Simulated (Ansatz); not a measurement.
BeSe:
```yaml
crystal:
  lattice:
    - [3.65086, 0.00000, 0.00000]
    - [-1.82543, 3.16174, 0.00000]
    - [0.00000, 0.00000, 6.01864]
  atoms:
    - { symbol: Be, position: [0.66667, 0.33333, 0.99966] }
    - { symbol: Be, position: [0.33333, 0.66667, 0.49966] }
    - { symbol: Se, position: [0.66667, 0.33333, 0.62554] }
    - { symbol: Se, position: [0.33333, 0.66667, 0.12554] }
```

Relaxed with PBE. Special points in fractions of this cell's reciprocal vectors: Γ (0.000, 0.000, 0.000); M (0.500, 0.000, 0.000); K (0.333, 0.333, 0.000); A (0.000, 0.000, 0.500); L (0.500, 0.000, 0.500); H (0.333, 0.333, 0.500).

Question: List the band energies nearest the valence-band maximum at these points for plane-wave PAW PBE (Ansatz code).

Answer: In eV from the valence-band maximum; about four levels below and three above (degenerate sets whole), none deeper than 8.9 eV; points with the same levels are listed once.

```tsv
k	below	above
Γ	-1.15 -1.15 -0.15 0.00 0.00	3.96 4.16 4.80 4.80
M	-3.75 -2.64 -2.27 -1.13	3.39 4.76 5.52
K	-4.20 -4.20 -2.91 -2.91 -2.87	3.33 7.66 7.66
A	-0.64 -0.64 -0.64 -0.64	4.37 4.37 5.61 5.61 5.61 5.61
L	-2.00 -2.00 -2.00 -2.00	3.45 3.45 4.95 4.95
H	-3.93 -3.93 -1.62 -1.62	4.55 4.55 6.16 6.16
```

Space group P6_3mc (wurtzite). A made-up cell: these elements were put on the sites of a structure type; neither database checked (COD, Materials Project) lists it. COD files the formula under space group No. 216, so this cell is another polymorph or a model. Whether it is the stable phase at ambient conditions was not checked. Symmetry was held in the PBE relaxation; its stability against distortions is not shown here. Spin–orbit coupling is left out wherever it is not named.

Potentials: the later of the program's two PAW sets.
